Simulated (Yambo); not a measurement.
Sr$_{2}$MoZnO$_{6}$ (space group Fm-3m, No. 225); a = 5.690 Å, b = 5.690 Å, c = 5.690 Å, α = 60.00°, β = 60.00°, γ = 60.00°. With the G0W0 scissor the direct gap on the mesh is 3.63 eV.

Can the lowest exciton of this BSE run be trusted, and with what binding energy? (Yambo, LDA bands; 4×4×4 mesh, 20 valence and 6 conduction bands, static screening with 92 bands and a 3 Ry block, scissor 1.46 eV, Tamm-Dancoff.)

The mesh holds a bound state, but the numbers are provisional. These are vertical excitations (zero momentum). The lowest state lies at 2.83 eV (dark for light along x), the direct quasiparticle gap on this mesh at 3.63 eV. Its binding energy, counted from that gap, is 0.80 eV; it spreads over about 45 k points of the mesh. Convergence with the mesh was not shown. The first optically allowed state is at 3.18 eV. The scissor comes from a G0W0 run whose convergence isn't established. Spin-orbit splittings are left out.

Geometry of the Materials Project entry, not relaxed at this level.

With a shallow 3d shell G0W0 needs far more bands and larger blocks than here, so the scissor is uncertain by tenths of an eV or more.
